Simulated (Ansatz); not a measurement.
Data:

TePt:
```xyz
4
Lattice="4.2224 0.0000 0.0000 -2.1112 3.6567 0.0000 0.0000 0.0000 5.5410" Properties=species:S:1:pos:R:3 pbc="T T T"
Te     2.1112     1.2189     4.1558
Te     0.0000     2.4378     1.3853
Pt     0.0000     0.0000     2.7705
Pt     0.0000     0.0000     0.0000
```

This is the PBEsol-relaxed structure.

Problem. All from PBEsol (plane waves, PAW; program Ansatz), unless another level is named. Estimate the electronic character.

Solution. metallic (no gap).

Problem. Give the formation energy from the elements (no fitted shifts).

Solution. -0.21 eV/atom.

Problem. Give the density of states at the Fermi level.

Solution. 0.58 states/eV per atom (mean over ±0.08 eV).

Problem. Next, the gap with spin–orbit coupling?

Solution. none (metallic).

Space group P6_3/mmc (NiAs type). The first step of the workflow began from a Materials Project structure, measured or hypothetical; the Crystallography Open Database files this formula in space group No. 194, but the cells were not matched. Its standing as an ambient phase is unchecked. Symmetry was held in the PBEsol relaxation; whether a distortion lowers the energy is not shown. No spin polarisation was allowed. The references are the lowest solids computed at this level, not always the standard phases. Scalar-relativistic: spin–orbit coupling is off unless named, which matters more the heavier the elements.

Potentials: the later of the program's two PAW sets.
